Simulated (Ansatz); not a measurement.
# TiZn3 under pressure

All numbers below come from DFT LDA, scalar-relativistic, plane waves, PAW in Ansatz. Plane waves to 420 eV; Γ-centred k mesh 12×12×12; Fermi-Dirac smearing of 0.15 eV. No spin polarisation. Phonons by linear response, acoustic sum rule imposed.

Relaxed structure:
```cif
data_structure
_symmetry_space_group_name_H-M 'P 1'
_symmetry_Int_Tables_number 1
_cell_length_a 3.8080
_cell_length_b 3.8080
_cell_length_c 3.8080
_cell_angle_alpha 90.000
_cell_angle_beta 90.000
_cell_angle_gamma 90.000
_cell_volume 55.22
loop_
_atom_site_label
_atom_site_type_symbol
_atom_site_fract_x
_atom_site_fract_y
_atom_site_fract_z
_atom_site_occupancy
Ti1 Ti 0.00000 0.00000 0.00000 1
Zn1 Zn 0.00000 0.50000 0.50000 1
Zn2 Zn 0.50000 0.00000 0.50000 1
Zn3 Zn 0.50000 0.50000 0.00000 1
```

In a metal, frequencies and elastic constants depend on the k mesh and the smearing, soft modes and shear constants most.

Optical modes at Γ (cm⁻¹) at zero pressure: 148, 155, 273.

Under hydrostatic pressure the same modes lie at 192, 199, 347 cm⁻¹. What is the pressure, and how much has the cell shrunk?

Answers

25 GPa; the volume is 13.3 % smaller.

Cost: 2 runs of about 6.8 core-minutes in all, on Arm Neoverse V2 (shared hosts).